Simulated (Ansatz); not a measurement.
AlNi (CsCl type)

Space group Pm-3m (No. 221); a = 2.8927 Å, b = 2.8927 Å, c = 2.8927 Å, α = 90.00°, β = 90.00°, γ = 90.00°

```csv
atom,site,symmetry,x,y,z
Al,1a,m-3m,0.0000,0.0000,0.0000
Ni,1b,m-3m,0.5000,0.5000,0.5000
```

Equation-of-state scan: isotropic scaling of the cell above, V₀ being its volume. Symmetry pins the atoms to their sites.

Calculation: PBE (plane waves to 420 eV, PAW, scalar-relativistic; Ansatz, a program for electronic structure). k mesh 16×16×16 (Γ-centred), Fermi-Dirac smearing 0.05 eV. The energy includes the smearing's −TS. AlNi is run without spin polarisation. AlNi was relaxed with its symmetry unable to fall. The PAW data are Ansatz's earlier set. The zero of ΔE is the relaxed starting cell.

Task: Predict the ΔE (meV/atom) at V/V₀ = 0.872, 0.904, 0.968, 1.032, 1.064, 1.160.

Result: 
| V/V₀ | ΔE (meV/atom) |
|---|---|
| 0.872 | 126 |
| 0.904 | 66 |
| 0.968 | 7 |
| 1.032 | 6 |
| 1.064 | 22 |
| 1.160 | 118 |

(Under strain, the slope of the energy per volume gives the stress and its curvature an elastic modulus.)
